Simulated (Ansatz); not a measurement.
The cell is WOTe (Janus 2H monolayer); cell and atoms were relaxed with r2SCAN. In-plane lattice: a = 3.173 Å, b = 3.173 Å, γ = 120.0°; thickness between the outer nuclei 3.02 Å. W has 3 O at 2.12 Å and 3 Te at 2.68 Å; O has 3 W at 2.12 Å; Te has 3 W at 2.68 Å and 6 Te at 3.17 Å.

4 runs of Ansatz 0.2.0 on this cell differ in the functional (and in the settings that go with it). Levels are in eV from each run's valence top; v1 is the last filled band, c1 the first empty one.

Run A, mean stress -1.8 N/m (compression positive):

| point | v4 | v3 | v2 | v1 | c1 | c2 |
| --- | --- | --- | --- | --- | --- | --- |
| Γ | -5.06 | -1.33 | -1.33 | 0.00 | 3.50 | 3.59 |
| M | -5.83 | -3.58 | -1.72 | -1.46 | 1.99 | 3.49 |
| K | -5.76 | -5.44 | -3.33 | -1.41 | 2.01 | 2.87 |
| Γ–M (0.83) | -5.86 | -3.67 | -1.73 | -1.53 | 1.97 | 3.42 |

Run B, mean stress +0.5 N/m (compression positive):

| point | v4 | v3 | v2 | v1 | c1 | c2 |
| --- | --- | --- | --- | --- | --- | --- |
| Γ | -6.72 | -1.59 | -1.59 | 0.00 | 5.43 | 6.28 |
| M | -8.24 | -4.65 | -2.16 | -1.99 | 6.31 | 8.00 |
| K | -8.12 | -7.36 | -4.46 | -1.45 | 6.35 | 7.06 |
| Γ–M (0.83) | -8.23 | -4.79 | -2.15 | -2.04 | 6.25 | 7.87 |

Run C, mean stress -3.8 N/m (compression positive):

| point | v4 | v3 | v2 | v1 | c1 | c2 |
| --- | --- | --- | --- | --- | --- | --- |
| Γ | -4.46 | -1.23 | -1.23 | 0.00 | 2.13 | 2.13 |
| M | -4.97 | -3.14 | -1.54 | -1.23 | 0.72 | 2.09 |
| K | -4.94 | -4.75 | -2.87 | -1.33 | 0.72 | 1.60 |
| Γ–M (0.83) | -5.01 | -3.23 | -1.56 | -1.31 | 0.70 | 2.04 |

Run D, mean stress 0.0 N/m (compression positive):

| point | v4 | v3 | v2 | v1 | c1 | c2 |
| --- | --- | --- | --- | --- | --- | --- |
| Γ | -4.65 | -1.23 | -1.23 | 0.00 | 2.36 | 2.36 |
| M | -5.17 | -3.34 | -1.63 | -1.28 | 0.87 | 2.26 |
| K | -5.16 | -4.92 | -3.06 | -1.32 | 0.88 | 1.73 |
| Γ–M (0.83) | -5.21 | -3.42 | -1.64 | -1.35 | 0.86 | 2.20 |

Problem. Match the runs to LDA, r2SCAN, PBE0, Hartree-Fock.

Solution. A is PBE0, B is Hartree-Fock, C is LDA, D is r2SCAN. In order of the gap: LDA 0.70, r2SCAN 0.86, PBE0 1.97, Hartree-Fock 5.43 eV. The stress vanishes for r2SCAN, which relaxed the cell.

(Calculated; spin-unpolarised; the phase may be known or hypothetical.)

No spin-orbit coupling is included; it can move band edges with weight on the heavy atoms by tenths of an eV.

The stress of a hybrid is loosely converged in these runs.

Where an edge lies off the special points, it is a point of the mesh or the k point where a search put PBE's edge or least direct gap, reused for the other functionals, whose own edges may lie a little apart.

The meshes of the hybrids are coarse, so their gaps aren't converged to the digits shown.

For some runs the program warns that the potential is rough where the density is thin, which bears on empty states near the vacuum.
